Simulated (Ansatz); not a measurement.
**CoPdO₂, one structure, two calculations**

Cell: an entry of the Crystallography Open Database (COD), its atoms then relaxed with PBE in this cell.

```
Co Pd O
1.0
     1.42250    0.82128    5.96000
    -1.42250    0.82128    5.96000
     0.00000   -1.64256    5.96000
Co Pd O
1 1 2
Direct
  0.50000 0.50000 0.50000
  0.00000 0.00000 0.00000
  0.11260 0.11260 0.11260
  0.88740 0.88740 0.88740
```

Sites (sets of like atoms) are named by element and the number of their first atom in this list.

First run. Method: Kohn–Sham DFT in Ansatz, PBE, plane waves and PAW, scalar-relativistic, collinear spin, 420 eV cutoff, Γ-centred 13×13×13 k-points, Fermi–Dirac smearing 0.05 eV. Start moments as typed (μB): 3 on each Co, none on the rest.

| site | atom | V_zz (10²¹ V/m²) | η |
| --- | --- | --- | --- |
| Co | 1 | 1.29 | 0.00 |
| Pd | 2 | 5.69 | 0.00 |
| O | 3 | 3.14 | 0.00 |

Second run. The same atoms and settings, except that the cutoff is 550 eV.

**Question.** What does the second run give?

**Answer.** 

```csv
site,atom,V_zz,η,change of V_zz
Co,1,1.29,0.00,0.00
Pd,2,5.96,0.00,+0.27
O,3,3.14,0.00,0.00
```

The largest change of V_zz is on Pd, from 5.69 to 5.96. In per cent, |V_zz| changes by +5 on Pd, 0 on O (all sites that start above 2).

With no gap above 0.1 eV, as in a metal, the gradients converge slowly in k; expect changes of a tenth or more on a denser mesh. Without spin–orbit coupling (the program notes it for Pd) the gradients can shift somewhat, as the gap is small. Semilocal functionals can leave a metal where correlation in the d or f shell opens a gap in the real compound, and that would change the values at and beside Co. With these PAW files V_zz is typically within 2 to 3 % of all-electron values, but misses above 10 % occur on Co, Pd. The start moments die out, and the run ends without spin.
